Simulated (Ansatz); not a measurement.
## Data sheet: CoMo (DFT)

CoMo:
```cif
data_CoMo
_chemical_formula_sum 'Co1 Mo1'
_space_group_name_H-M_alt 'P 1'
_space_group_IT_number 1
_cell_length_a 3.39321
_cell_length_b 3.39321
_cell_length_c 3.39321
_cell_angle_alpha 60.000
_cell_angle_beta 60.000
_cell_angle_gamma 60.000
loop_
_space_group_symop_operation_xyz
  'x, y, z'
loop_
_atom_site_label
_atom_site_type_symbol
_atom_site_fract_x
_atom_site_fract_y
_atom_site_fract_z
_atom_site_occupancy
Co1 Co 0.00000 0.00000 0.00000 1
Mo1 Mo 0.50000 0.50000 0.50000 1
```

Space group Fm-3m (No. 225), rock salt; conventional cell a = b = c = 4.7987 Å, α = β = γ = 90.00°.

Method: DFT-PBEsol in the program Ansatz with PAW potentials. Structure relaxed to zero pressure with the same functional. Other levels are named where they apply.

Cell and energy:

```
Quantity                                                           Result
-----------------------------------------------------  ------------------
Volume per atom                                                  13.81 Å³
Density                                                        9.31 g/cm³
Formation energy from the elements (no fitted shifts)  76 kJ/mol of atoms
```

Electronic structure:

```
Item                                                                       Result
------------------------------------  -------------------------------------------
Electronic character                                            metallic (no gap)
Density of states at the Fermi level  1.8 states/eV per atom (mean over ±0.08 eV)
Gap with spin–orbit coupling                                      none (metallic)
```

Magnetism:

```
Quantity                                           Value
--------------  ----------------------------------------
Magnetic order  non-magnetic (starting moments vanished)
```

Mechanics:

```
Quantity                                                                Value
-------------------------------------  --------------------------------------
Bulk modulus (Birch–Murnaghan fit)                                    232 GPa
Pressure derivative B′                                                    4.4
Elastic constants (relaxed ions, GPa)       C11 = 316, C12 = 191, C44 = -24.7
Mechanical stability                   unstable (C has a negative eigenvalue)
```

Phonons:

```
Property                                       Result
-----------------------------  ----------------------
Highest zone-centre frequency                139 cm⁻¹
Zone-centre stability          no imaginary mode at Γ
```

The start of the workflow was typed in or built on a structure type; neither database checked (COD, Materials Project) lists it. Its standing as an ambient phase is unchecked. The cell was relaxed with PBEsol under the symmetry of its start. The workflow began spin-polarised and lost its moments. Its formation energy is positive at this level, so the cell may be metastable or incomplete. As this level gives no gap, shear constants depend on the k-mesh and smearing (Fermi–Dirac, 0.1 eV here). As this level gives no gap, phonon frequencies hold no LO–TO term and depend on the k-mesh and smearing (Fermi–Dirac, 0.1 eV here). The references are the lowest solids computed at this level, not always the standard phases. Spin–orbit coupling is left out wherever it is not named.

Potentials: the later of the program's two PAW sets.
